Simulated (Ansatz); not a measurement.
Space group I4/mmm (No. 139). a = 4.278 Å, b = 4.278 Å, c = 10.126 Å, α = 90.00°, β = 90.00°, γ = 90.00°
| atom | site | symmetry | x | y | z |
| --- | --- | --- | --- | --- | --- |
| Ca | 2a | 4/mmm | 0.0000 | 0.0000 | 0.0000 |
| As | 4e | 4mm | 0.0000 | 0.0000 | 0.3789 |
| Pd | 4d | -4m2 | 0.0000 | 0.5000 | 0.2500 |

Equation of state of this CaAs2Pd2 structure (not necessarily the ground state), with shape and atoms relaxed at each volume where symmetry leaves them free. It has no gap at any of these volumes. All numbers below come from DFT PBEsol, scalar-relativistic, plane waves, PAW (Ansatz).

Settings: cutoff 420 eV, Γ-centred mesh 12×12×12 on the computed 5-atom cell, Gaussian smearing of 0.10 eV; no spin polarisation.

```csv
V (Å³/atom),E − E(largest V) (meV/atom),P (GPa)
16.307,58.64,17.19
16.863,8.61,11.74
17.419,-23.92,7.13
17.975,-41.71,3.25
18.531,-47.16,-0.01
19.087,-42.27,-2.71
19.643,-28.78,-4.97
20.384,0.00,-7.36
```

Task: Fit a third-order Birch–Murnaghan equation to E(V).

Result: V0 = 18.53 Å³/atom, B0 = 99 GPa, B0' = 5.0.